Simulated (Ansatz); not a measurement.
SrVO₃ (cubic perovskite)

```xyz
5
Lattice="3.8407 0.0000 0.0000 0.0000 3.8407 0.0000 0.0000 0.0000 3.8407" Properties=species:S:1:pos:R:3 pbc="T T T"
Sr     0.0000     0.0000     0.0000
V      1.9203     1.9203     1.9203
O      0.0000     1.9203     1.9203
O      1.9203     1.9203     0.0000
O      1.9203     0.0000     1.9203
```

E(V) scan at fixed shape, V₀ the volume above. Symmetry pins the atoms to their sites.

These are r2SCAN (plane waves to 500 eV, PAW, scalar-relativistic; Ansatz, an electronic-structure program) values and carry that method's errors. k mesh 12×12×12 (Γ-centred), Fermi-Dirac smearing 0.05 eV. Energies are smeared free energies. Compression counts positive. The magnetic moment jumps within the scan, so the points may not all belong to one state, and nothing is fitted. Relaxed SrVO3 ends ferromagnetic. SrVO3 is run spin-polarised and with no Hubbard U. SrVO3 was relaxed with its symmetry unable to fall. The magnetic order is the one the run started from; other orders were not tried. The zero of ΔE is the relaxed starting cell.

| V/V₀ | ΔE (eV/atom) | moment (μB/cell) | P (GPa) |
|---|---|---|---|
| 0.900 | 0.081 | 0.63 | 24.7 |
| 0.920 | 0.050 | 0.69 | 18.5 |
| 0.940 | 0.028 | 0.91 | 13.6 |
| 0.960 | 0.012 | 0.97 | 8.7 |
| 0.980 | 0.003 | 0.99 | 4.1 |
| 1.000 | 0.000 | 1.00 | 0.0 |
| 1.020 | 0.003 | 1.00 | -3.7 |
| 1.040 | 0.010 | 1.00 | -7.1 |
| 1.060 | 0.023 | 1.00 | -10.1 |
| 1.080 | 0.039 | 1.00 | -12.8 |
| 1.100 | 0.059 | 1.00 | -15.2 |

Summary:

| Property | Value |
|---|---|
| Pressure at the smallest volume | 24.7 GPa |
| Energy cost of the largest compression | 81 meV/atom |
| Energy cost of the largest expansion | 59 meV/atom |

The 11 points together took very roughly 13 core-minutes.

(Under strain, the slope of the energy per volume gives the stress and its curvature an elastic modulus.)
